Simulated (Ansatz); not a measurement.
Rb3ScCl6:
```xyz
10
Lattice="0.0000 5.5714 5.5714 5.5714 0.0000 5.5714 5.5714 5.5714 0.0000" Properties=species:S:1:pos:R:3 pbc="T T T"
Rb     8.3571     8.3571     8.3571
Rb     2.7857     2.7857     2.7857
Rb     5.5714     5.5714     5.5714
Sc     0.0000     0.0000     0.0000
Cl     2.4826     5.5714     5.5714
Cl     8.6601     5.5714     5.5714
Cl     5.5714     2.4826     5.5714
Cl     5.5714     8.6601     5.5714
Cl     5.5714     5.5714     2.4826
Cl     5.5714     5.5714     8.6601
```

Relaxed with HSE06.

Q: Give the Bader charges and basin volumes of the independent atoms, the program Ansatz at the HSE06 level (PAW).

A: 

```csv
atom,Bader charge (e),Bader volume (Å³)
Rb1,+0.92,35.0
Rb3,+0.85,26.0
Sc4,+2.07,9.4
Cl5,-0.80,38.2
```

Space group Fm-3m. The workflow started from a Materials Project entry (that database holds measured and hypothetical structures alike); the Crystallography Open Database files this formula in space group No. 225, but the cells were not matched. Its standing as an ambient phase is unchecked. The cell was relaxed with HSE06 under the symmetry of its start; whether a distortion lowers the energy is not shown. The run is not spin-polarised.

Potentials: the later of the program's two PAW sets.
